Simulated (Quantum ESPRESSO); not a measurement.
Band energies of YOF

```
YOF
1.0
    1.89785     1.09573     6.29663
   -1.89785     1.09573     6.29663
    0.00000    -2.19145     6.29663
O F Y
2 2 2
Direct
  0.62117   0.62117   0.62117
  0.37883   0.37883   0.37883
  0.13052   0.13052   0.13052
  0.86948   0.86948   0.86948
  0.74157   0.74157   0.74157
  0.25843   0.25843   0.25843
```

PBEsol (Quantum ESPRESSO, PseudoDojo norm-conserving, 84 Ry, scalar-relativistic); path ΓLB1,BZΓX,QFP1Z,LP; energies in eV from the valence-band maximum.

| k (1/Å) | point | band 20 | band 21 | band 22 | band 23 | band 24 | band 25 | band 26 | band 27 |
|---|---|---|---|---|---|---|---|---|---|
| 0.00 | Γ | -1.49 | -1.49 | -0.95 | -0.95 | -0.13 | 5.47 | 6.19 | 6.19 |
| 0.19 |  | -1.52 | -1.47 | -1.05 | -0.90 | -0.17 | 5.78 | 6.21 | 6.22 |
| 0.58 |  | -1.64 | -1.24 | -0.82 | -0.57 | -0.29 | 5.74 | 6.43 | 6.47 |
| 0.97 | L | -1.65 | -1.27 | -0.72 | -0.33 | -0.31 | 5.64 | 6.29 | 6.69 |
| 1.38 |  | -1.38 | -1.36 | -0.73 | -0.50 | -0.03 | 5.03 | 6.63 | 6.84 |
| 1.59 | B1 | -1.37 | -1.32 | -0.68 | -0.61 | -0.01 | 4.95 | 6.60 | 6.87 |
| 1.59 | B | -1.37 | -1.32 | -0.68 | -0.61 | -0.01 | 4.95 | 6.60 | 6.87 |
| 2.00 |  | -1.65 | -1.36 | -0.95 | -0.48 | -0.33 | 5.64 | 6.35 | 6.92 |
| 2.42 |  | -1.68 | -1.48 | -1.03 | -1.01 | -0.37 | 6.18 | 6.21 | 6.30 |
| 2.63 | Z | -1.39 | -1.39 | -1.13 | -1.13 | -0.51 | 6.16 | 6.20 | 6.20 |
| 2.87 |  | -1.45 | -1.45 | -1.03 | -1.03 | -0.32 | 5.85 | 6.19 | 6.19 |
| 3.12 | Γ | -1.49 | -1.49 | -0.95 | -0.95 | -0.13 | 5.47 | 6.19 | 6.19 |
| 3.29 |  | -1.50 | -1.48 | -1.02 | -0.92 | -0.16 | 5.69 | 6.20 | 6.22 |
| 3.45 |  | -1.49 | -1.46 | -1.08 | -0.83 | -0.22 | 6.02 | 6.25 | 6.30 |
| 3.77 |  | -1.63 | -1.33 | -0.73 | -0.53 | -0.25 | 5.57 | 6.55 | 6.61 |
| 4.10 |  | -1.42 | -1.36 | -0.61 | -0.59 | -0.02 | 5.02 | 6.68 | 6.74 |
| 4.26 | X | -1.38 | -1.33 | -0.66 | -0.62 | 0.00 | 4.94 | 6.71 | 6.73 |
| 4.26 | Q | -1.38 | -1.33 | -0.66 | -0.62 | 0.00 | 4.94 | 6.71 | 6.73 |
| 4.78 | F | -1.63 | -1.41 | -0.51 | -0.42 | -0.32 | 5.44 | 6.57 | 6.77 |
| 4.78 | P1 | -1.64 | -1.36 | -0.63 | -0.36 | -0.32 | 5.50 | 6.58 | 6.60 |
| 4.93 |  | -1.64 | -1.43 | -0.80 | -0.40 | -0.33 | 5.60 | 6.49 | 6.60 |
| 5.23 |  | -1.68 | -1.61 | -0.99 | -0.71 | -0.27 | 5.96 | 6.34 | 6.44 |
| 5.53 |  | -1.57 | -1.45 | -1.08 | -1.04 | -0.43 | 6.18 | 6.22 | 6.23 |
| 5.68 | Z | -1.39 | -1.39 | -1.13 | -1.13 | -0.51 | 6.16 | 6.20 | 6.20 |
| 5.68 | L | -1.65 | -1.27 | -0.72 | -0.33 | -0.31 | 5.64 | 6.29 | 6.69 |
| 6.02 | P | -1.64 | -1.36 | -0.63 | -0.36 | -0.32 | 5.50 | 6.58 | 6.60 |

The PBEsol gap is direct, 4.94 eV at X. Another valence and conduction extremum on the path lies within 0.02 eV, too close to call.

Geometry of the Materials Project entry, not relaxed at this level.
